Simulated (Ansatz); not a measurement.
Data:

CaScHO2:
```xyz
5
Lattice="4.0692 0.0000 0.0000 0.0000 4.0692 0.0000 0.0000 0.0000 3.7092" Properties=species:S:1:pos:R:3 pbc="T T T"
Ca     2.0346     2.0346     1.8546
Sc     0.0000     0.0000     0.0000
O      2.0346     0.0000     0.0000
O      0.0000     2.0346     0.0000
H      0.0000     0.0000     1.8546
```

This is the r²SCAN-relaxed structure. Tensor components refer to the Cartesian frame of this cell.

Problem. All from the program Ansatz at the r²SCAN level (PAW), unless another level is named. Estimate the Poisson's ratio.

Solution. 0.25.

Problem. What about the elastic constants (relaxed ions, GPa)?

Solution. C11 = 311, C12 = 99.4, C13 = 25.1, C33 = 206, C44 = 41.1, C66 = 99.6.

Space group P4/mmm. The start of the workflow was typed in or built on a structure type; neither database checked (COD, Materials Project) lists it. Its standing as an ambient phase is unchecked. The cell was relaxed with r²SCAN under the symmetry of its start; its stability against distortions is not shown here. The run is not spin-polarised.

Potentials: the earlier of the program's two PAW sets. The files were generated under PBE; for other functionals the program regenerates the frozen cores, and for LDA and PBEsol the local potential too.
